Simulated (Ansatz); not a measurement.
NbAs:
```xyz
2
Lattice="3.2173 0.0000 0.0000 0.0000 3.2173 0.0000 0.0000 0.0000 3.2173" Properties=species:S:1:pos:R:3 pbc="T T T"
Nb     0.0000     0.0000     0.0000
As     1.6086     1.6086     1.6086
```

Relaxed with PBE. Special points in fractions of this cell's reciprocal vectors: Γ (0.000, 0.000, 0.000); X (0.000, 0.500, 0.000); M (0.500, 0.500, 0.000); R (0.500, 0.500, 0.500).

Problem. List the band energies nearest the Fermi level at these points for the program Ansatz at the PBE level (PAW).

Solution. In eV from the Fermi level; about four levels below and three above (degenerate sets whole), none deeper than 8.9 eV; points with the same levels are listed once.

```
k                          below                     above
-  -----------------------------  ------------------------
Γ                    -2.95 -2.95            0.18 0.18 0.18
X        -7.39 -2.32 -2.32 -2.07            1.82 3.02 5.75
M  -4.51 -4.51 -2.55 -0.15 -0.15            1.84 1.98 3.17
R              -6.19 -6.19 -6.19  3.30 3.30 3.50 3.50 3.50
```

Space group Pm-3m (CsCl type). The cell is a constructed one: a structure type filled with these elements; neither database checked (COD, Materials Project) lists it. COD files the formula under space group No. 109, so this cell is another polymorph or a model. Whether it is the stable phase at ambient conditions was not checked. The PBE relaxation kept the symmetry of its start; whether a distortion lowers the energy is not shown. The run is not spin-polarised. Spin–orbit coupling is left out wherever it is not named.

Potentials: the earlier of the program's two PAW sets.
